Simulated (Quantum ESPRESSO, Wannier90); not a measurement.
VBiO4 (P1): Wannier90 run

```
begin unit_cell_cart
ang
    4.7899000000    0.0000000000    0.0000000000
    1.1549420000    4.6601360000    0.0000000000
    2.2466640000    1.7611850000    4.5111910000
end unit_cell_cart
begin atoms_frac
V    0.3533800000 -0.3541100000 -0.4997500000
Bi  -0.0499500000  0.0493800000 -0.0002200000
O    0.3300000000 -0.0718000000  0.1600500000
O    0.3231800000  0.2793000000 -0.4621800000
O   -0.2784100000 -0.3232600000  0.4622200000
O    0.0718100000 -0.3295200000 -0.1601300000
end atoms_frac
```

Cell from Materials Project (mp-1101208), symmetrised, no further relaxation. Not found in the COD (Crystallography Open Database) copy used, which has the formula in other groups; not checked further. The atoms lie within 0.1 Å of the higher space group C2. Level: PBEsol, spinors with spin-orbit coupling; pw.x of Quantum ESPRESSO at 68 Ry with PseudoDojo potentials, 4×4×4 k-points, Wannier90. Density: 8×8×8 mesh, cold smearing 0.01 Ry.

A tight-binding model is made by disentanglement and projection with no localisation steps (num_iter = 0), so the 42 orbitals stay atom-like: hydrogen-like V: d; Bi: s;p; O: p, axes along x, y, z; frozen window up to 3.89 eV relative to the valence-band maximum. It follows pw.x to 0.8 meV rms for states up to 3.4 eV relative to the valence-band maximum. Matrix elements depend on this choice of orbitals and windows.

Q: What are the on-site energies relative to the valence-band maximum, and how fast do the hoppings decay?

A: 
| atom | orbitals | energy (eV) |
|---|---|---|
| V1 | dz2↑ dz2↓ | 2.35 |
| V1 | dxz↑ dxz↓ | 1.90 |
| V1 | dyz↑ dyz↓ | 2.06 |
| V1 | dx2-y2↑ dx2-y2↓ | 2.60 |
| V1 | dxy↑ dxy↓ | 1.94 |
| Bi2 | s↑ s↓ | -5.52 |
| Bi2 | pz↑ pz↓ | 4.96 |
| Bi2 | px↑ px↓ | 4.51 |
| Bi2 | py↑ py↓ | 4.43 |
| O3 | pz↑ pz↓ | -1.21 |
| O3 | px↑ px↓ | -1.64 |
| O3 | py↑ py↓ | -0.92 |
| O4 | pz↑ pz↓ | -1.00 |
| O4 | px↑ px↓ | -0.67 |
| O4 | py↑ py↓ | -0.78 |
| O5 | pz↑ pz↓ | -0.98 |
| O5 | px↑ px↓ | -0.81 |
| O5 | py↑ py↓ | -0.62 |
| O6 | pz↑ pz↓ | -1.21 |
| O6 | px↑ px↓ | -0.90 |
| O6 | py↑ py↓ | -1.66 |

```json
[
 {"distance of the centres (Å)": "1–2", "largest modulus (eV)": "2.3"},
 {"distance of the centres (Å)": "2–3", "largest modulus (eV)": "2.1"},
 {"distance of the centres (Å)": "3–4", "largest modulus (eV)": "0.51"},
 {"distance of the centres (Å)": "4–5", "largest modulus (eV)": "0.17"},
 {"distance of the centres (Å)": "5–6", "largest modulus (eV)": "0.087"},
 {"distance of the centres (Å)": "6–7", "largest modulus (eV)": "0.013"},
 {"distance of the centres (Å)": "7–8", "largest modulus (eV)": "0.014"}
]
```

Effective spin-orbit constants λ of λ L·S, from the same-site elements px↑–py↑ (λ/2) and dx2-y2↑–dxy↑ (λ), where they are among the larger elements: Bi2 p 1.9 eV.
